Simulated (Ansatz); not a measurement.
NaCdF3 in space group R3c (No. 161; Na on 6a, Cd on 6a, F on 18b), the program Ansatz at the r²SCAN level (PAW). The conduction-band minimum lies at Γ, with 1 equivalent valley. Second derivatives d²E/dk² of the lowest band at one valley (eV·Å²), along Cartesian directions:

| direction | d²E/dk² |
|---|---|
| [100] | 14.75 |
| [010] | 14.75 |
| [001] | 15.14 |
| [110] | 14.75 |
| [101] | 14.94 |
| [011] | 14.94 |

Find the principal effective masses, the density-of-states mass and the conductivity mass.

Off-diagonal terms follow from H_xy = H[110] − (H_xx + H_yy)/2, and m*/mₑ = 7.620 eV·Å² over each eigenvalue: 0.50, 0.52, 0.52. One valley's DOS mass (m₁m₂m₃)^(1/3) = 0.51, conductivity mass 3/(Σ 1/mᵢ) = 0.51 mₑ.

What effective density of states Nc follows at 300 K for parabolic valleys?

Nc = 2.509e19 × 1 × (0.51)^(3/2) ≈ 9.1e18 cm⁻³.

The workflow started from a Materials Project entry (that database holds measured and hypothetical structures alike); the Crystallography Open Database copy checked does not list it. With Na and Cd taken as one species the cell has the higher symmetry R-3c, so it may be an ordered model of a mixed-site phase. Its standing as an ambient phase is unchecked. The cell was relaxed with r²SCAN under the symmetry of its start; whether a distortion lowers the energy is not shown. Scalar-relativistic: spin–orbit coupling is off unless named, which matters more the heavier the elements.

Potentials: the later of the program's two PAW sets.

Edges and masses are those of Kohn–Sham bands, whose gap is no quasiparticle gap.
